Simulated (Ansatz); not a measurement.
**CsSrF3 (Pm-3m), two-dimensional strain map**

Method: DFT LDA, scalar-relativistic, plane waves, PAW (Ansatz). Cutoff 420 eV, Γ-centred 6×6×6 k-points, Gaussian smearing of 0.05 eV. No spin polarisation. Energies are free energies at this smearing, counted from the undisturbed cell; pressure is positive in compression.

Reference structure (as given, not relaxed at this level; it stands at -3.3 GPa, and it needn't be the usual structure):

```
Cs Sr F
1.0
     4.76325    0.00000    0.00000
     0.00000    4.76325    0.00000
     0.00000    0.00000    4.76325
Cs Sr F
1 1 3
Cartesian
  0.0000 0.0000 0.0000
  2.3816 2.3816 2.3816
  0.0000 2.3816 2.3816
  2.3816 0.0000 2.3816
  2.3816 2.3816 0.0000
```

The cell is strained by p along both x and y and by q along z, fractional coordinates fixed. Points are written (p, q).

Energy above the undisturbed cell in meV/atom (a dash: not computed):

```csv
p \ q,-0.030,-0.015,0.000,0.015,0.030
-0.030,-15.7,?,-12.7,-7.0,0.9
-0.015,-15.2,–,-9.9,–,5.7
0.000,-7.4,?,0.0,7.7,17.6
0.015,6.6,–,–,–,–
0.030,?,–,?,–,58.1
```

(1) Fill in the withheld energies.

## Answers

(1) (-0.030, -0.015): -15.7; (0.000, -0.015): -5.2; (0.030, -0.030): 25.8; (0.030, 0.000): 36.9.

Symmetry holds off the tilts and polar distortions that many cubic perovskites undergo.